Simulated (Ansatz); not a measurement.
Electric field gradients in Zr3O

Computed with DFT PBEsol, scalar-relativistic, plane waves, PAW in Ansatz. Cutoff 420 eV, 6×6×8 k-points (Γ-centred), Fermi-Dirac smearing of 0.15 eV. No spin polarisation.

Equilibrium structure at this level:
```
Zr O
1.0
     5.58350    0.00000    0.00000
    -2.79175    4.83545    0.00000
     0.00000    0.00000    5.16820
Zr O
6 2
Direct
  0.34059 0.00000 0.00000
  0.34059 0.34059 0.50000
  0.00000 0.34059 0.00000
  0.65941 0.00000 0.50000
  0.65941 0.65941 0.00000
  0.00000 0.65941 0.50000
  0.33333 0.66667 0.25000
  0.66667 0.33333 0.75000
```

In a metal these results depend on the k mesh and the smearing. A semilocal functional can close a gap that the real compound has. Spin–orbit coupling is left out, which matters for gradients at heavy nuclei.

**Question.** Give V_zz (10²¹ V/m²) and the asymmetry η at each distinct site.

**Answer.**
```csv
atom,V_zz,η
Zr (atom 1),-2.69,1.00
O (atom 7),-0.345,0.00
```

Cost: 1 run of about 0.27 core-minutes, on Oxide Virtual Turin-like Processor (Zen 5) (shared hosts).